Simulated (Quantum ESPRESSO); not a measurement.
# Planted mistakes on one cell of ZnSiGa2N4

The results below are calculated, not measured. They come from pw.x of Quantum ESPRESSO 7.5, a plane-wave density functional program, with PseudoDojo standard norm-conserving files (v0.5 for PBE, v0.4.1 for LDA and PBEsol). The cells are made up: elements, strain and atom displacements were drawn at random, and nothing was relaxed. There is no spin polarisation, spin-orbit coupling or dispersion term.

The cell has 8 sites of a zincblende or diamond lattice. Sites 1 to 4 hold Zn Si Ga Ga; sites 5 to 8 hold N N N N. Cell vectors in Å: (4.482, 0.000, 0.000); (0.000, 4.482, 0.000); (0.000, 0.000, 4.482). Settings: PBE, cutoff 1143 eV, 4 x 4 x 4 k mesh shifted by half a step, Fermi-Dirac smearing of 0.025 eV.

The intended run has a self-consistency threshold of 1e-07 eV, a smearing term of 0.000 eV, a pressure of 0.27 GPa and 13 iterations. Each further run changes one thing: all lengths scaled by 0.9847; atoms of sites 2 and 7 exchanged; cutoff 779 eV; files of PBEsol; k mesh 2 x 2 x 2; one electron added; smearing 0.56 eV; threshold 0.2 eV. A coarse mesh keeps the shift, and a charged cell sits in a uniform background.

| run | change of free energy (eV) | smearing term -TS (eV) | change of P (GPa) | largest change of a force component (eV/Å) | iterations |
| --- | --- | --- | --- | --- | --- |
| A | 4.636 | 0.000 | -73.20 | 0.031 | 12 |
| B | -0.114 | -0.516 | 0.86 | 0.110 | 11 |
| C | 0.245 | 0.000 | 0.10 | 0.076 | 13 |
| D | 0.034 | 0.000 | -2.07 | 0.155 | 4 |
| E | 13.472 | -0.005 | 33.00 | 5.235 | 14 |
| F | 13.072 | 0.000 | -5.90 | 0.126 | 13 |
| G | 13.637 | -0.008 | 33.86 | 0.749 | 12 |
| H | 0.119 | 0.000 | 9.16 | 0.339 | 12 |

A rerun of the intended cell at 1437 eV and k mesh 6 x 6 x 6 moved values by no more than 0.004 eV in the cell's energy, 0.02 GPa in stress and 0.002 eV/Å in force.

Question: which change belongs to which run?

## Worked reading

Run D has the fewest iterations, as a run stopped early does. Run B has the largest smearing term, as wide smearing gives. Run A has a higher energy and the largest fall in pressure, as too small a basis gives. Run H changes the volume by a factor of 0.9548; minus its pressure change over the logarithm of that factor, 198 GPa, is a rough bulk modulus with clamped atoms. Energies from files of another functional, or of a charged cell, have another zero and say nothing on stability; the pressure of a charged cell rests on the program's zero of potential too.

## Key

| run | change |
| --- | --- |
| A | cutoff 779 eV |
| B | smearing 0.56 eV |
| C | k mesh 2 x 2 x 2 |
| D | threshold 0.2 eV |
| E | atoms of sites 2 and 7 exchanged |
| F | files of PBEsol |
| G | one electron added |
| H | all lengths scaled by 0.9847 |